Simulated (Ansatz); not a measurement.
## 209Bi NMR of the central transition in Bi₂S₃

Cell: a structure deposited in the COD (listed for 9.2 GPa), its atoms then relaxed with PBE in this cell.

```cif
data_Bi2S3
_symmetry_space_group_name_H-M 'Pnma'
_symmetry_Int_Tables_number 62
_cell_length_a 10.6340
_cell_length_b 3.8423
_cell_length_c 10.4630
_cell_angle_alpha 90.000
_cell_angle_beta 90.000
_cell_angle_gamma 90.000
loop_
_atom_site_label
_atom_site_type_symbol
_atom_site_symmetry_multiplicity
_atom_site_Wyckoff_symbol
_atom_site_fract_x
_atom_site_fract_y
_atom_site_fract_z
Bi1 Bi 4 c 0.9905 0.2500 0.6778
Bi5 Bi 4 c 0.3204 0.2500 0.4727
S9 S 4 c 0.0518 0.2500 0.1282
S13 S 4 c 0.3747 0.2500 0.0598
S17 S 4 c 0.2234 0.2500 0.7951
```

One atom of each set is listed.

Method: Kohn–Sham DFT in Ansatz, r2SCAN, plane waves and PAW, scalar-relativistic, 500 eV cutoff, Γ-centred 3×7×3 k-points, Fermi–Dirac smearing 0.02 eV.

209Bi has I = 9/2 and Q = -516.0 mb (Pyykkö 2018); at 21.1 T its Larmor frequency is ν₀ = 146.9 MHz (from the bare nuclear moment; shielding lowers the observed one by a per cent or two). Only the quadrupole interaction is simulated: positions count from each site's isotropic chemical shift, and shift anisotropy, dipolar and J coupling are left out.

Simulated pattern of one Bi site (static powder, Gaussian broadening 5 kHz):

(offset (kHz), height): (-102.7, 0), (-95.6, 54), (-88.5, 100), (-81.4, 59), (-74.2, 47), (-67.1, 40), (-60.0, 37), (-52.9, 34), (-45.7, 32), (-38.6, 31), (-31.5, 30), (-24.3, 29), (-17.2, 29), (-10.1, 29), (-3.0, 28), (4.2, 23), (11.3, 24), (18.4, 26), (25.5, 28), (32.7, 32), (39.8, 40), (46.9, 66), (54.0, 48), (61.2, 0)

Q: Which |C_Q| and η does the pattern imply?

A: The pattern spans 147 kHz before broadening and its centre of gravity is at -28.0 kHz, which fixes P_Q; the places of the horns and steps fix η. That gives P_Q = 54.4 MHz, |C_Q| = 54.4 MHz and η = 0.01, the values that the calculation gives site Bi1 (7 S at 2.70–2.85 Å). The other sites have |C_Q| = 120 MHz. The sign of C_Q can't be read from the pattern.

At this cell the r2SCAN pressure is 11 GPa, so with r2SCAN the cell would grow if it were relaxed. Spin–orbit coupling is left out, which shifts gradients on Bi by a few per cent in wide-gap crystals, and can shift them far more where the calculated gap is small or absent, as here. Newer work puts Q(²⁰⁹Bi) near −420 mb, which would lower these couplings by about a fifth.
